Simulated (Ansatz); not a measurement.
A scan (energy against volume; even scaling of the relaxed cell, symmetry kept) gave these values. All values below come from PBE (plane waves to 420 eV, PAW, scalar-relativistic; Ansatz, a quantum-chemistry and plane-wave program).

| Property | Result |
|---|---|
| Bulk modulus B₀ (third-order Birch-Murnaghan fit) | 40.5 GPa |
| Pressure derivative B₀′ (fit) | 4.4 |
| Equilibrium volume of the fit | 32.91 Å³/atom |

Q: Of these crystals, all scanned alike, which one is it?
A) Rh (fcc, Cu type)
B) ScAl₃ (Cu3Au type)
C) FeCo (CsCl type)
D) SnTe (rock salt)

A: D, SnTe (rock salt). The others have, for the bulk modulus: FeCo 191 GPa, ScAl3 86.6 GPa, Rh 256 GPa

All were relaxed with their symmetry unable to fall. Relaxed FeCo ends ferromagnetic. Rh is run without spin polarisation. ScAl3 is run without spin polarisation. Spin-orbit coupling is left out. Other magnetic orders were not checked, so this need not be the ground state. (This holds for the magnetic or f-shell members.)

(Under strain, the slope of the energy per volume gives the stress and its curvature an elastic modulus.)
